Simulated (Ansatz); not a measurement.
Given:

Rb₂AgSbCl₆:
```
Rb2AgSbCl6
1.0
    0.00000     5.35616     5.35616
    5.35616     0.00000     5.35616
    5.35616     5.35616     0.00000
Rb Ag Sb Cl
2 1 1 6
Direct
  0.75000   0.75000   0.75000
  0.25000   0.25000   0.25000
  0.50000   0.50000   0.50000
  0.00000   0.00000   0.00000
  0.75372   0.24628   0.24628
  0.24628   0.75372   0.75372
  0.24628   0.75372   0.24628
  0.75372   0.24628   0.75372
  0.24628   0.24628   0.75372
  0.75372   0.75372   0.24628
```

This is the HSE06-relaxed structure.

### Question
All from the program Ansatz at the HSE06 level (PAW), unless another level is named. Give the band gap.

### Answer
2.25 eV (indirect).

### Question
And the smallest direct gap on the standard path?

### Answer
3.30 eV.

### Question
What about the conduction-band minimum?

### Answer
at L (4 equivalent valleys).

### Question
Predict the valence-band maximum.

### Answer
at X.

Space group Fm-3m. The workflow started from a Materials Project entry (that database holds measured and hypothetical structures alike); the Crystallography Open Database copy checked does not list it. Whether it is the stable phase at ambient conditions was not checked. The HSE06 relaxation kept the symmetry of its start; whether a distortion lowers the energy is not shown. No spin polarisation was allowed. The hybrid was solved on a coarse mesh, the path and, where they were found, the r²SCAN edge points; its band edges are the extreme levels among these. Scalar-relativistic: spin–orbit coupling is off unless named, which matters more the heavier the elements.

Potentials: the later of the program's two PAW sets.
